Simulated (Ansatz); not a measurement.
BP (rock salt, Fm-3m) at seven volumes, PBE (plane waves, PAW; program Ansatz), scaled uniformly. One row is withheld.

```tsv
V (Å³/atom)	P (GPa)
9.162	18.78
9.464	11.62
9.766	5.36
10.068	0.00
10.370	-4.45
10.672	?
10.974	-11.67
```

### Question
Fit the shown pressures and predict the withheld one.

### Answer
P = (3/2)B₀(x^(7/2) − x^(5/2))[1 + (3/4)(B′ − 4)(x − 1)] with x = (V₀/V)^(2/3). Least squares on the six rows gives V₀ = 10.072 Å³/atom, B₀ = 163 GPa, B′ = 4.19. At V = 10.672, x = 0.9622 and P = -8.36 GPa. The run itself gave -8.29 GPa.

The cell is a constructed one: a structure type filled with these elements; neither database checked (COD, Materials Project) lists it. It is not the phase usual at ambient conditions (space group No. 216). Symmetry was held in the PBE relaxation; whether a distortion lowers the energy is not shown.

Potentials: the later of the program's two PAW sets.
